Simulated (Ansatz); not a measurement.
A geometry of La away from equilibrium: step 2 of the relaxation of a relaxed La cell displaced along its unstable phonon at q = (½, ½, 0) of its primitive reciprocal cell (46i cm⁻¹), largest move 0.15 Å. The numbers are results of PBEsol (plane waves to 420 eV, PAW, scalar-relativistic; Ansatz, a first-principles code), not measurements. Γ-centred k-mesh 8×8×9 on the run's cell (coarser than for final values), Fermi–Dirac smearing 0.05 eV.

```xyz
4
Lattice="8.6873 -0.0056 0.0000 4.3408 4.3408 0.0000 0.0000 0.0000 3.6113" Properties=species:S:1:pos:R:3:forces:R:3 pbc="T T T" free_energy=-24645.689 pressure_GPa=0.1
La     1.9161     0.0153     0.9018   -0.1590    0.0082    0.0030
La     6.7712    -0.0209     0.9018    0.1590   -0.0082    0.0030
La     8.6692     2.4220     2.7095   -0.0082    0.1590   -0.0030
La     4.3589     1.9133     2.7095    0.0082   -0.1590   -0.0030
```

Positions in Å, forces in eV/Å, free energy of the cell in eV (comparable only within this code, potentials and settings). Largest force: 0.16 eV/Å, on La1, La2, La3, La4 (atoms numbered as listed); the geometry lies 0.02 eV/atom above the end of its relaxation.

No spin polarisation in the result.

The run could not lose the symmetry of its start.

Of the parent cell (P4/nmm (No. 129)): it is a generated cell of La: the first start was made by placing the elements on the sites of a structure type, and the end was not matched to a known phase here, so it may be hypothetical. Known forms of La include space group No. 194.
